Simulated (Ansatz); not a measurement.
# BaTiO$_{3}$: course of a relaxation

All numbers below come from DFT r2SCAN+U, scalar-relativistic, plane waves, PAW in Ansatz. Settings: 500 eV cutoff, 6×6×6 k-mesh, Gaussian smearing of 0.02 eV, no spin polarisation, U_eff Ti 4.0 eV on d shells.

What was changed: relaxed at -1 GPa.

Command:

```bash
ansatz run input.yaml --threads 1 --pin off --max-ram 2560MiB --backend cpu --events-out ev --progress --plain --runs-dir out
```

Input:

```yaml
crystal:
  lattice:
    - [4.0096646245, 0.0, 0.0]
    - [0.0, 4.0096646245, 0.0]
    - [0.0, 0.0, 4.0584084244]
  atoms:
    - { symbol: Ba, position: [0.5, 0.5, 0.5790986923] }
    - { symbol: Ti, position: [0.0, 0.0, 0.0907439727] }
    - { symbol: O, position: [0.0, 0.5, 0.0665185034] }
    - { symbol: O, position: [0.5, 0.0, 0.0665185034] }
    - { symbol: O, position: [0.0, 0.0, 0.5571173182] }
basis:
  ecutwfc: 500
kpoints:
  mp_grid: { grid: [6, 6, 6] }
hamiltonian:
  xc: r2scan
  hubbard: { sites: [{ species: Ti, l: d, u_eff: 4.0 }] }
scf:
  occupations: { method: gaussian, width: 0.02 }
output:
  forces: true
  stress: true
  eigenvalues: true
relax:
  adjacent_minimum: "off"
  f_tol: 0.008
  max_steps: 50
  cell: { stress_tol: 0.08, p_target: -1.0 }
```

F is the free energy. Steps run on the plane waves of an earlier cell, but the last one, and at times one on the way, on a freshly chosen basis, so a repeated geometry can differ a little in energy. The relaxation lowers the enthalpy F + PV at the target pressure, so F itself can rise.

Steps:

```
step F − F(1) (eV) largest force component (eV/Å) V (Å³/atom) P (GPa)
   1         0.0000                           0.077       13.050    -1.68
   2        -0.0024                           0.049       12.995    -0.95
   3        -0.0024                           0.042       12.996    -0.95
   4        -0.0022                           0.036       13.002    -1.00
   5        -0.0021                           0.042       13.009    -1.02
   6        -0.0019                           0.039       13.017    -1.02
   7        -0.0017                           0.026       13.029    -1.01
   8        -0.0016                           0.001       13.035    -1.01
   9        -0.0016                           0.001       13.035    -1.01
```

Relaxed structure:

```
CELL_PARAMETERS angstrom
4.00142 0.00000 0.00000
0.00000 4.00142 0.00000
0.00000 0.00000 4.07044
ATOMIC_POSITIONS crystal
Ba 0.50000 0.50000 0.58073
Ti 0.00000 0.00000 0.09391
O 0.00000 0.50000 0.06568
O 0.50000 0.00000 0.06568
O 0.00000 0.00000 0.55400
```

Symmetry: P4mm, No. 99, tetragonal system. Conventional cell: a = 4.001 Å, b = 4.001 Å, c = 4.070 Å, α = 90.00°, β = 90.00°, γ = 90.00°. Ba (site symmetry 4mm) is surrounded by 12 O at 2.81 to 2.90 Å. Ti (site symmetry 4mm) is surrounded by 5 O at 1.87 to 2.00 Å. O (site symmetry 2mm) has 2 Ti at 2.00 Å as nearest neighbours. O (site symmetry 4mm) is surrounded by 1 Ti at 1.87 Å.

The run converged. Time: 2 min on 1 thread of Intel(R) Xeon(R) Platinum 8488C (Sapphire Rapids), on a shared host, peak memory 0.57 GiB.